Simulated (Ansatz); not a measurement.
SrTiO3:
```
CELL_PARAMETERS angstrom
      3.89143     0.00000     0.00000
      0.00000     3.89143     0.00000
      0.00000     0.00000     3.89143
ATOMIC_POSITIONS crystal
  Sr 0.00000 0.00000 0.00000
  Ti 0.50000 0.50000 0.50000
  O  0.50000 0.00000 0.50000
  O  0.00000 0.50000 0.50000
  O  0.50000 0.50000 0.00000
```

Relaxed with PBEsol. Special points in fractions of this cell's reciprocal vectors: Γ (0.000, 0.000, 0.000); X (0.000, 0.500, 0.000); M (0.500, 0.500, 0.000); R (0.500, 0.500, 0.500).

Q: List the band energies nearest the valence-band maximum at these points for DFT-PBEsol with spin–orbit coupling in the program Ansatz with PAW potentials.

A: In eV from the valence-band maximum; about four levels below and three above (degenerate sets whole), none deeper than 8.9 eV; points with the same levels are listed once.

```
k                    below                above
-  -----------------------  -------------------
Γ  -0.32 -0.32 -0.32 -0.32  1.84 1.84 1.84 1.84
X  -0.75 -0.75 -0.71 -0.71  2.03 2.03 3.84 3.84
M  -1.58 -1.58 -0.10 -0.10  3.86 3.86 3.87 3.87
R      0.00 0.00 0.00 0.00  4.55 4.55 4.55 4.55
```

Space group Pm-3m (cubic perovskite). The PBEsol relaxation kept the symmetry of its start. At this level the phase is dynamically unstable (imaginary phonons). The run is not spin-polarised.

Potentials: the earlier of the program's two PAW sets.
